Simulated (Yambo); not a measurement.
CdSe (zinc blende, space group F-43m, No. 216), G0W0@LDA (Yambo, plasmon pole, terminator in G, 4×4×4 mesh): gap Γ → Γ in eV by bands and screening block.

| bands (W and G) | 2 Ry | 3 Ry | 5 Ry | 6 Ry | 8 Ry |
|---|---|---|---|---|---|
| 32 | 1.88 | 1.91 | 1.94 | 1.95 | 1.97 |
| 45 | 1.75 | 1.79 | 1.83 | 1.84 | 1.87 |
| 65 | 1.69 | 1.73 | 1.78 | 1.80 | 1.83 |
| 89 | (withheld) | (withheld) | (withheld) | 1.78 | 1.82 |
| 113 | 1.65 | 1.69 | 1.75 | 1.78 | 1.82 |

Question: Estimate the withheld gaps from their neighbours; the computed values follow.

Answer: 
- 89, 2 Ry: 1.66
- 89, 3 Ry: 1.70
- 89, 5 Ry: 1.76

The largest settings aren't shown to be the converged limit.

The standard potential for Se keeps a d shell in the valence without the s and p states of that shell. In tests on such compounds this moved G0W0 gaps by up to about 0.9 eV, so absolute quasiparticle energies here are unreliable; differences between settings are what counts.

Spin-orbit coupling is not included.

Geometry relaxed with LDA; primitive cell a = 4.250 Å, b = 4.250 Å, c = 4.250 Å, α = 60.00°, β = 60.00°, γ = 60.00°.
